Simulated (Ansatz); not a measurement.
Relaxed-ion elastic tensor of NaI (rock salt, Fm-3m) in GPa (Voigt order), LDA (plane waves, PAW; program Ansatz); density 4.06 g/cm³, 30.65 Å³ per atom.

```tsv
	1	2	3	4	5	6
1	44.4	9.0	9.0	0.0	0.0	0.0
2	9.0	44.4	9.0	0.0	0.0	0.0
3	9.0	9.0	44.4	0.0	0.0	0.0
4	0.0	0.0	0.0	7.6	0.0	0.0
5	0.0	0.0	0.0	0.0	7.6	0.0
6	0.0	0.0	0.0	0.0	0.0	7.6
```

Is the crystal mechanically stable?

Yes: the smallest eigenvalue of C is 7.6 GPa.

Work out the Voigt, Reuss and Hill averages.

K_V = 20.8, K_R = 20.8, K_H = 20.8; G_V = 11.7, G_R = 9.9, G_H = 10.8 GPa.

Give Young's modulus, Poisson's ratio, Pugh's ratio and the universal anisotropy index.

E = 9KG/(3K + G) = 27.5 GPa; ν = 0.28; K/G = 1.93 (ductile by the Pugh limit of 1.75); A_U = 5G_V/G_R + K_V/K_R − 6 = 0.91.

Estimate the sound speeds and the Debye temperature.

v_l = √((K + 4G/3)/ρ) = 2940 m/s, v_t = √(G/ρ) = 1630 m/s, mean 1810 m/s; Θ = (h/k)(3n/4πV)^(1/3) v_m = 173 K.

Give the Zener ratio and Young's modulus along [100], [110] and [111].

A = 2C44/(C11 − C12) = 0.43; 1/E = S11 − 2(S11 − S12 − S44/2)Γ with Γ = 0, 1/4, 1/3 gives 41.4, 23.3, 20.4 GPa.

Solve the Christoffel equation for the three sound speeds along [100], [110], [111].

Eigenvalues of C_ijkl n_j n_l equal ρv². In km/s, slowest first: [100] 1.37, 1.37, 3.31; [110] 1.37, 2.09, 2.91; [111] 1.88, 1.88, 2.76.

Symmetry was held in the LDA relaxation; phonons on a q-mesh show no instability. Spin–orbit coupling is left out wherever it is not named.

Potentials: the later of the program's two PAW sets.
